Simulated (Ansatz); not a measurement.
The start is a generated cell, VSi2 placed in the AFLOW prototype A2B_hP9_189_fg_bc (C22, as in Fe2P). The structure is fully relaxed (lattice and positions, P = 0) with PBE (plane waves to 420 eV, PAW, scalar-relativistic; Ansatz, a program for electronic structure). The first steps use a coarse 5×5×7 k-mesh.

Initial structure:
```
VSi2
1.0
    6.16144     0.00000     0.00000
   -3.08072     5.33596     0.00000
    0.00000     0.00000     3.60335
Si V
6 3
Direct
  0.25600   0.00000   0.00000
  0.00000   0.25600   0.00000
  0.74400   0.74400   0.00000
  0.58900   0.00000   0.50000
  0.00000   0.58900   0.50000
  0.41100   0.41100   0.50000
  0.00000   0.00000   0.50000
  0.33333   0.66667   0.00000
  0.66667   0.33333   0.00000
```
Spin-polarised start, with parallel moments on V.

| Property | Result |
|---|---|
| Initial pressure | +14 GPa (positive: the cell is compressed) |
| Largest initial force | about 0.8 eV/Å, on Si4, Si5, Si6 (atoms numbered as listed) |
| Outcome | The space group stays P-62m (No. 189) (the run could not lower it), with 9 atoms in the primitive magnetic cell |
| Energy released | 0.20 eV/atom |
| Shortest distances (start → end) | The closest pairs of elements (up to four, under 3.6 Å), start → end: Si–V 2.33 → 2.44 Å; Si–Si 2.73 → 2.77 Å; V–V 3.56 → 3.30 Å |
| Moments at the end | net 0.36 μB/atom, ferromagnetic |
| Optimiser moves | 11 |

Final structure:

Space group P-62m (No. 189); a = b = 6.700 Å, c = 3.296 Å, α = β = 90.00°, γ = 120.00°

| atom | site | symmetry | x | y | z |
|---|---|---|---|---|---|
| Si | 3f | m2m | 0.0000 | 0.2681 | 0.0000 |
| Si | 3g | m2m | 0.3715 | 0.3715 | 0.5000 |
| V | 1b | -62m | 0.0000 | 0.0000 | 0.5000 |
| V | 2c | -6.. | 0.3333 | 0.6667 | 0.0000 |

Final values are on a 8×8×14 k-mesh of the relaxed cell. Spin state reached: ferromagnetic (net 0.36 μB/atom), from parallel starting moments; other spin orders were not run from this start.

The run could not lose the symmetry of its start, so the end can be a saddle point.

The relaxed structure here is a generated cell of VSi2: the first start was made by placing the elements on the sites of a structure type, and the end was not matched to a known phase here, so it may be hypothetical.
